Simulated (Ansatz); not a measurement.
Start of a relaxation of LiH₅:

```
Li H
1.0
     4.25826    0.00000    0.00000
    -2.12913    3.68776    0.00000
     0.00000    0.00000    3.31168
Li H
1 5
Direct
  0.00000 0.00000 0.07392
  0.33333 0.66667 0.01404
  0.66667 0.33333 0.01404
  0.50000 0.00000 0.46600
  0.50000 0.50000 0.46600
  0.00000 0.50000 0.46600
```

Theory: DFT PBE, scalar-relativistic, plane waves, PAW in Ansatz. Cutoff 420 eV, Gaussian smearing, Γ-centred meshes. Cell and atoms relax first on a coarse mesh and then on a finer one. In between, the cell is made exact in the group found at 0.06 Å. In metals the finer mesh still leaves noise of several meV/atom or more. The steps can't lower the symmetry of their start. No spin polarisation.

A guess keeps its type if space group and coordination stay and the shape of the cell changes little (axis ratios within about 15 %, angles within 6°); the volume may change.

Question: Does this structure survive the relaxation?

Answer: It doesn't keep its type. The symmetry goes from P6mm (No. 183) to P6/mmm (No. 191). The volume per atom grows by 30.4 %, from 8.7 to 11.3 Å³. The shortest distance goes from 1.94 Å (H–H) to 1.19 Å (H–H). Counting neighbours within 15 % of an atom's shortest distance, the start has H 6/8, Li 12 and the end H 2/3, Li 6. In detail, at the end Li has 6 H at 2.06 Å and 6 H at 2.38 Å; H on a site of symmetry -6m2 has 3 H at 1.19 Å, 3 Li at 2.38 Å and 3 H at 2.38 Å; H on a site of symmetry mmm has 2 H at 1.19 Å, 2 Li at 2.06 Å and 4 H at 2.06 Å.

```yaml
crystal:
  lattice:
    - [4.12903, 0.00000, 0.00000]
    - [-2.06451, 3.57584, 0.00000]
    - [0.00000, 0.00000, 4.59356]
  atoms:
    - { symbol: Li, position: [0.00000, 0.00000, 0.00000] }
    - { symbol: H, position: [0.33333, 0.66667, 0.00000] }
    - { symbol: H, position: [0.66667, 0.33333, 0.00000] }
    - { symbol: H, position: [0.50000, 0.00000, 0.00000] }
    - { symbol: H, position: [0.50000, 0.50000, 0.00000] }
    - { symbol: H, position: [0.00000, 0.50000, 0.00000] }
```

Energies over the elements count from the elements' standard structures at the same level (H₂ as a molecule), with no fitted energy shifts.

Question: At what energy does it end?

Answer: +0.43 eV/atom. It can't be a ground state, since the elements alone are lower.

The last run used a 12×12×8 mesh (in the run's order of axes) for its 6-atom cell and Gaussian smearing of 0.10 eV. Weakly bound directions are ill-defined at this level, which has no dispersion term. With hydrogen, zero-point motion can shift formation energies by some tens of meV/atom. A structure relaxed within its symmetry needn't be a true minimum.

In counts of neighbours, a slash parts the counts of unlike sites.
